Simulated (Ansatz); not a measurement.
## Ti$_{2}$AlC under pressure

Level of theory: DFT PBEsol, scalar-relativistic, plane waves, PAW in Ansatz. Plane waves to 420 eV; Γ-centred k mesh 12×12×4; Fermi-Dirac smearing of 0.15 eV. No spin polarisation. Phonons by linear response, acoustic sum rule imposed.

The cell, relaxed at this level:
```
CELL_PARAMETERS angstrom
3.03613 0.00000 0.00000
-1.51806 2.62936 0.00000
0.00000 0.00000 13.64881
ATOMIC_POSITIONS crystal
Ti 0.33333 0.66667 0.08354
Ti 0.66667 0.33333 0.58354
Ti 0.66667 0.33333 0.91646
Ti 0.33333 0.66667 0.41646
Al 0.33333 0.66667 0.75000
Al 0.66667 0.33333 0.25000
C 0.00000 0.00000 0.00000
C 0.00000 0.00000 0.50000
```

In a metal, frequencies and elastic constants depend on the k mesh and the smearing, soft modes and shear constants most.

Optical modes at Γ (cm⁻¹) at zero pressure: 97, 149, 149, 177, 252, 272, 272, 316, 362, 394, 606, 611, 659, 659.

Task: Under hydrostatic pressure the same modes lie at 110, 169, 173, 204, 281, 296, 298, 374, 390, 444, 653, 657, 710, 710 cm⁻¹. What is the pressure, and how much has the cell shrunk?

Result: 15 GPa; the volume is 8.3 % smaller.